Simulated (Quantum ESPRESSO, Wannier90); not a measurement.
**BaHCl (P4/nmm), plane waves to Wannier functions**

```xyz
6
Lattice="4.4215 0.0000 0.0000 0.0000 4.4215 0.0000 0.0000 0.0000 7.2685" Properties=species:S:1:pos:R:3 pbc="T T T"
Ba     0.0000     2.2107    -1.5132
Ba     2.2107     0.0000     1.5132
H      2.2107     2.2107     0.0000
H      0.0000     0.0000     0.0000
Cl     2.2107     0.0000    -2.5175
Cl     0.0000     2.2107     2.5175
```

Materials Project entry mp-23861; symmetrised, unrelaxed at this level. COD (Crystallography Open Database) has an entry of this formula and space group (matched by these alone). Level: PBEsol, spinors with spin-orbit coupling; pw.x of Quantum ESPRESSO at 58 Ry with PseudoDojo potentials, 4×4×4 k-points, Wannier90. Density: 8×8×4 mesh, cold smearing 0.01 Ry.

Bands 5-8,21-36 form an isolated set from -14.15 to 0.00 eV relative to the valence-band maximum (on the path) and are turned into 20 Wannier functions by minimising the spread from the start: SCDM (isolated). Bands 9–12 (Ba 5p 94 %), 13–20 (Ba 5p 96 %) lie between the kept ones and are excluded.

Problem. Where do the functions sit, how wide are they and what are they made of?

Solution. 
```
functions  spread (Å²)  nearest atom, distance (Å)  second atom, distance (Å)  weight on atomic waves
---------  -----------  --------------------------  -------------------------  ----------------------
16                1.43                     Cl 0.43                    Ba 2.88  Cl 3p 72 %, Cl 3s 22 %
4                 2.25                      H 0.00                    Ba 2.68    H 1s 79 %, Ba 6s 9 %
```

Ω_I = 29.43 Å², Ω_total = 31.89 Å²; the interpolated bands follow pw.x to 1.1 meV rms on the path. It is the lowest total spread that any start reached here.
